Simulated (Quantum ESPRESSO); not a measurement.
# Hf3TaO7N: finding a planted mistake in a log

Computed values, not a measurement. The program is pw.x of Quantum ESPRESSO 7.5 (plane-wave density functional theory). The cell is made up: 12 atoms on a fluorite lattice, with randomly drawn elements, strain and displacements, not relaxed. PseudoDojo standard norm-conserving files (v0.5 for PBE, v0.4.1 for LDA and PBEsol) set the functional; there is no spin polarisation, spin-orbit coupling or dispersion term, and the masses in the input are unused placeholders.

The hafnium pseudopotential is less sure than the others, with forces about 3 percent (worst 6) and pressure in oxides about 1.5 GPa (worst 2.7) from a second method in checks, which no rerun with the same files tests.

Intended input:

```
&control calculation='scf', pseudo_dir='./dojo.nc.sr.pbe.v0_5.standard.upf', outdir='./o', disk_io='medium', tprnfor=.true., tstress=.true. /
&system ibrav=0, nat=12, ntyp=4, nbnd=54, ecutwfc=84.00895049, nosym=.true., tot_charge=0,
 occupations='smearing', smearing='fd', degauss=0.0018374661
/
&electrons conv_thr=7.350e-09, electron_maxstep=60, /
ATOMIC_SPECIES
Hf 1.0 Hf.upf
N 1.0 N.upf
O 1.0 O.upf
Ta 1.0 Ta.upf
CELL_PARAMETERS angstrom
5.2181 -0.0166 0.0436
-0.0166 5.1436 0.0206
0.0436 0.0206 5.1315
ATOMIC_POSITIONS angstrom
Hf 0.0948 -0.0731 -0.0733
Hf 0.0119 2.5638 2.5411
Hf 2.6646 -0.0128 2.6757
Ta 2.5539 2.4645 -0.0452
O 1.4147 1.2171 1.2634
O 1.3554 1.389 3.6816
O 1.3555 3.8511 1.3699
O 1.3301 3.8796 3.8728
N 3.9616 1.2107 1.4593
O 3.842 1.3115 3.9278
O 3.7822 3.8832 1.43
O 3.8796 3.7546 3.8948
K_POINTS automatic
4 4 4 1 1 1
```

The log is shortened where brackets say so; the opening notice, blank lines, dates and the lines on written files are dropped, and the path of the files is cut. It prints rydbergs, bohrs and kilobars, and counts compression as positive stress. Where no state is partly filled, the Fermi energy that it prints is only some level between the filled and the empty states on the mesh, and need not lie in the true gap.

Log of the intended run:

```
     Program PWSCF v.7.5
     Parallel version (MPI & OpenMP), running on       1 processor cores
     Number of MPI processes:                 1
     Threads/MPI process:                     1
     [start-up lines left out]
     bravais-lattice index     =            0
     lattice parameter (alat)  =       9.8612  a.u.
     unit-cell volume          =     929.3475 (a.u.)^3
     number of atoms/cell      =           12
     number of atomic types    =            4
     number of electrons       =        96.00
     number of Kohn-Sham states=           54
     kinetic-energy cutoff     =      84.0090  Ry
     charge density cutoff     =     336.0358  Ry
     scf convergence threshold =      7.3E-09
     mixing beta               =       0.7000
     number of iterations used =            8  plain     mixing
     Exchange-correlation= PBE
                           (   1   4   3   4   0   0   0)
     [axes and pseudopotential details left out]
   Cartesian axes
     site n.     atom                  positions (alat units)
         1        Hf     tau(   1) = (   0.0181668  -0.0140084  -0.0140467  )
         2        Hf     tau(   2) = (   0.0022804   0.4913086   0.4869586  )
         3        Hf     tau(   3) = (   0.5106252  -0.0024529   0.5127524  )
         4        Ta     tau(   4) = (   0.4894115   0.4722795  -0.0086618  )
         5        O      tau(   5) = (   0.2711032   0.2332365   0.2421091  )
         6        O      tau(   6) = (   0.2597393   0.2661782   0.7055160  )
         7        O      tau(   7) = (   0.2597585   0.7379978   0.2625180  )
         8        O      tau(   8) = (   0.2548910   0.7434593   0.7421562  )
         9        N      tau(   9) = (   0.7591732   0.2320100   0.2796500  )
        10        O      tau(  10) = (   0.7362539   0.2513266   0.7526960  )
        11        O      tau(  11) = (   0.7247942   0.7441492   0.2740352  )
        12        O      tau(  12) = (   0.7434593   0.7195052   0.7463721  )
     number of k points=    32  Fermi-Dirac smearing, width (Ry)=  0.0018
                       cart. coord. in units 2pi/alat
        k(    1) = (   0.1243591   0.1267141   0.1255493), wk =   0.0625000
        k(    2) = (   0.1222314   0.1256890   0.3798007), wk =   0.0625000
     [further k points left out]
     Dense  grid:    96683 G-vectors     FFT dimensions: (  60,  60,  60)
     Estimated max dynamical RAM per process >     170.37 MB
     Initial potential from superposition of free atoms
     starting charge      95.9935, renormalised to      96.0000
     Starting wfcs are   72 randomized atomic wfcs
     total cpu time spent up to now is       15.0 secs
     per-process dynamical memory:   104.6 Mb
     Self-consistent Calculation
     iteration #  1     ecut=    84.01 Ry     beta= 0.70
     Davidson diagonalization with overlap
     ethr =  1.00E-02,  avg # of iterations =  2.0
     total cpu time spent up to now is       32.8 secs
     total energy              =    -719.48302810 Ry
     estimated scf accuracy    <       5.40278505 Ry
     iteration #  2     ecut=    84.01 Ry     beta= 0.70
     Davidson diagonalization with overlap
     ethr =  5.63E-03,  avg # of iterations =  6.0
     total cpu time spent up to now is       73.9 secs
     total energy              =    -717.23906438 Ry
     estimated scf accuracy    <      27.94865602 Ry
     [iterations 3 to 14 left out]
     iteration # 15     ecut=    84.01 Ry     beta= 0.70
     Davidson diagonalization with overlap
     ethr =  2.50E-10,  avg # of iterations =  3.7
     total cpu time spent up to now is      451.8 secs
     total energy              =    -722.25593507 Ry
     estimated scf accuracy    <          8.4E-09 Ry
     iteration # 16     ecut=    84.01 Ry     beta= 0.70
     Davidson diagonalization with overlap
     ethr =  8.79E-12,  avg # of iterations =  5.1
     total cpu time spent up to now is      493.9 secs
     End of self-consistent calculation
     [lines on levels left out]
     the Fermi energy is    13.5088 ev
!    total energy              =    -722.25593508 Ry
     estimated scf accuracy    <          6.4E-09 Ry
     smearing contrib. (-TS)   =      -0.00000000 Ry
     internal energy E=F+TS    =    -722.25593508 Ry
     The total energy is F=E-TS. E is the sum of the following terms:
     one-electron contribution =    -122.70979112 Ry
     hartree contribution      =     115.58284178 Ry
     xc contribution           =    -179.82330260 Ry
     ewald contribution        =    -535.30568314 Ry
     convergence has been achieved in  16 iterations
     Forces acting on atoms (cartesian axes, Ry/au):
     atom    1 type  1   force =    -0.07761557    0.03577231    0.11653188
     atom    2 type  1   force =    -0.07932050   -0.01514921   -0.08953097
     atom    3 type  1   force =     0.06032049    0.01663558   -0.11041291
     atom    4 type  4   force =     0.08090613   -0.03752625    0.10740216
     atom    5 type  3   force =    -0.01275622    0.03224632   -0.09356786
     atom    6 type  3   force =    -0.01902025   -0.00876773    0.09443207
     atom    7 type  3   force =    -0.05821456   -0.03252148   -0.04993418
     atom    8 type  3   force =    -0.00267263   -0.00583834    0.05907175
     atom    9 type  2   force =     0.02595552    0.06527073   -0.06923215
     atom   10 type  3   force =     0.00938197   -0.02130659    0.06215569
     atom   11 type  3   force =     0.05167650   -0.04743555   -0.07464643
     atom   12 type  3   force =     0.02135911    0.01862020    0.04773096
     Total force =     0.358478     Total SCF correction =     0.000228
     Computing stress (Cartesian axis) and pressure
          total   stress  (Ry/bohr**3)                   (kbar)     P=     -106.34
  -0.00094256  -0.00000584  -0.00012648         -138.66       -0.86      -18.61
  -0.00000584  -0.00056010   0.00010097           -0.86      -82.39       14.85
  -0.00012648   0.00010097  -0.00066607          -18.61       14.85      -97.98
     init_run     :     14.21s CPU     14.85s WALL (       1 calls)
     electrons    :    461.84s CPU    478.97s WALL (       1 calls)
     forces       :      6.63s CPU      6.70s WALL (       1 calls)
     stress       :     23.52s CPU     24.31s WALL (       1 calls)
     [timing details left out]
     PWSCF        :   8m26.44s CPU   8m45.40s WALL
     JOB DONE.
```

A second run was made from an input with one planted mistake. Its log:

```
     Program PWSCF v.7.5
     Parallel version (MPI & OpenMP), running on       1 processor cores
     Number of MPI processes:                 1
     Threads/MPI process:                     1
     [start-up lines left out]
     bravais-lattice index     =            0
     lattice parameter (alat)  =       9.8612  a.u.
     unit-cell volume          =     929.3475 (a.u.)^3
     number of atoms/cell      =           12
     number of atomic types    =            4
     number of electrons       =        96.00
     number of Kohn-Sham states=           72
     kinetic-energy cutoff     =      84.0090  Ry
     charge density cutoff     =     336.0358  Ry
     scf convergence threshold =      7.3E-09
     mixing beta               =       0.7000
     number of iterations used =            8  plain     mixing
     Exchange-correlation= PBE
                           (   1   4   3   4   0   0   0)
     [axes and pseudopotential details left out]
   Cartesian axes
     site n.     atom                  positions (alat units)
         1        Hf     tau(   1) = (   0.0181668  -0.0140084  -0.0140467  )
         2        Hf     tau(   2) = (   0.0022804   0.4913086   0.4869586  )
         3        Hf     tau(   3) = (   0.5106252  -0.0024529   0.5127524  )
         4        Ta     tau(   4) = (   0.4894115   0.4722795  -0.0086618  )
         5        O      tau(   5) = (   0.2711032   0.2332365   0.2421091  )
         6        O      tau(   6) = (   0.2597393   0.2661782   0.7055160  )
         7        O      tau(   7) = (   0.2597585   0.7379978   0.2625180  )
         8        O      tau(   8) = (   0.2548910   0.7434593   0.7421562  )
         9        N      tau(   9) = (   0.7591732   0.2320100   0.2796500  )
        10        O      tau(  10) = (   0.7362539   0.2513266   0.7526960  )
        11        O      tau(  11) = (   0.7247942   0.7441492   0.2740352  )
        12        O      tau(  12) = (   0.7434593   0.7195052   0.7463721  )
     number of k points=    32  Fermi-Dirac smearing, width (Ry)=  0.0382
                       cart. coord. in units 2pi/alat
        k(    1) = (   0.1243591   0.1267141   0.1255493), wk =   0.0625000
        k(    2) = (   0.1222314   0.1256890   0.3798007), wk =   0.0625000
     [further k points left out]
     Dense  grid:    96683 G-vectors     FFT dimensions: (  60,  60,  60)
     Estimated max dynamical RAM per process >     187.45 MB
     Initial potential from superposition of free atoms
     starting charge      95.9935, renormalised to      96.0000
     Starting wfcs are   72 randomized atomic wfcs
     total cpu time spent up to now is       18.2 secs
     per-process dynamical memory:   108.0 Mb
     Self-consistent Calculation
     iteration #  1     ecut=    84.01 Ry     beta= 0.70
     Davidson diagonalization with overlap
     ethr =  1.00E-02,  avg # of iterations =  4.9
     total cpu time spent up to now is       61.2 secs
     total energy              =    -719.58394344 Ry
     estimated scf accuracy    <       5.28319588 Ry
     iteration #  2     ecut=    84.01 Ry     beta= 0.70
     Davidson diagonalization with overlap
     ethr =  5.50E-03,  avg # of iterations =  2.2
     total cpu time spent up to now is      105.7 secs
     total energy              =    -717.03707975 Ry
     estimated scf accuracy    <      29.53171791 Ry
     [iterations 3 to 13 left out]
     iteration # 14     ecut=    84.01 Ry     beta= 0.70
     Davidson diagonalization with overlap
     ethr =  2.44E-10,  avg # of iterations =  2.0
     total cpu time spent up to now is      567.9 secs
     total energy              =    -722.30273516 Ry
     estimated scf accuracy    <       0.00000004 Ry
     iteration # 15     ecut=    84.01 Ry     beta= 0.70
     Davidson diagonalization with overlap
     ethr =  4.08E-11,  avg # of iterations =  2.0
     total cpu time spent up to now is      609.2 secs
     End of self-consistent calculation
     [lines on levels left out]
     the Fermi energy is    13.3781 ev
!    total energy              =    -722.30273517 Ry
     estimated scf accuracy    <          3.9E-09 Ry
     smearing contrib. (-TS)   =      -0.13110472 Ry
     internal energy E=F+TS    =    -722.17163045 Ry
     The total energy is F=E-TS. E is the sum of the following terms:
     one-electron contribution =    -122.74306958 Ry
     hartree contribution      =     115.70073826 Ry
     xc contribution           =    -179.82361598 Ry
     ewald contribution        =    -535.30568314 Ry
     convergence has been achieved in  15 iterations
     Forces acting on atoms (cartesian axes, Ry/au):
     atom    1 type  1   force =    -0.05654291    0.02519364    0.09405280
     atom    2 type  1   force =    -0.05368156   -0.00283844   -0.06683312
     atom    3 type  1   force =     0.03952473    0.00582803   -0.08561321
     atom    4 type  4   force =     0.05043859   -0.01084507    0.08227203
     atom    5 type  3   force =    -0.01570413    0.02471548   -0.07930126
     atom    6 type  3   force =    -0.02267109   -0.01378420    0.08581160
     atom    7 type  3   force =    -0.05886886   -0.02930318   -0.04467733
     atom    8 type  3   force =    -0.00636033   -0.00350551    0.05215463
     atom    9 type  2   force =     0.02324585    0.05359312   -0.06251590
     atom   10 type  3   force =     0.02018702   -0.02815324    0.05296235
     atom   11 type  3   force =     0.05455783   -0.04413278   -0.06950190
     atom   12 type  3   force =     0.02587487    0.02323215    0.04118932
     Total force =     0.294421     Total SCF correction =     0.000192
     Computing stress (Cartesian axis) and pressure
          total   stress  (Ry/bohr**3)                   (kbar)     P=      -89.57
  -0.00081929  -0.00000993  -0.00013626         -120.52       -1.46      -20.04
  -0.00000993  -0.00050893   0.00008213           -1.46      -74.87       12.08
  -0.00013626   0.00008213  -0.00049853          -20.04       12.08      -73.34
     init_run     :     17.35s CPU     18.10s WALL (       1 calls)
     electrons    :    570.65s CPU    591.00s WALL (       1 calls)
     forces       :      7.95s CPU      8.03s WALL (       1 calls)
     stress       :     26.94s CPU     27.83s WALL (       1 calls)
     [timing details left out]
     PWSCF        :  10m23.14s CPU  10m45.46s WALL
     JOB DONE.
```

Question: what was wrong in the second input?

Answer: the smearing is too wide. The input lines that differ, file-writing options aside:

```
- &system ibrav=0, nat=12, ntyp=4, nbnd=54, ecutwfc=84.00895049, nosym=.true., tot_charge=0,
+ &system ibrav=0, nat=12, ntyp=4, nbnd=72, ecutwfc=84.00895049, nosym=.true., tot_charge=0,
-  occupations='smearing', smearing='fd', degauss=0.0018374661
+  occupations='smearing', smearing='fd', degauss=0.0382192951
```

|  | intended run | run with the mistake |
| --- | --- | --- |
| free energy (eV) | -9826.793 | -9827.429 |
| smearing term -TS (eV) | 0.0000 | -1.7838 |
| pressure (GPa) | -10.63 | -8.96 |
| largest force component (eV/Å) | 2.996 | 2.418 |
| largest change of a force component (eV/Å) |  | 0.783 |
| iterations | 16 | 15 |

For scale, a rerun of the intended cell at a cutoff of 1437 eV and k mesh 6 x 6 x 6 moved values by no more than 0.002 eV in energy, 0.05 GPa in stress and 0.011 eV/Å in force. The number of bands, nbnd, was set by rule from the electron count and the smearing, so it follows the mistake.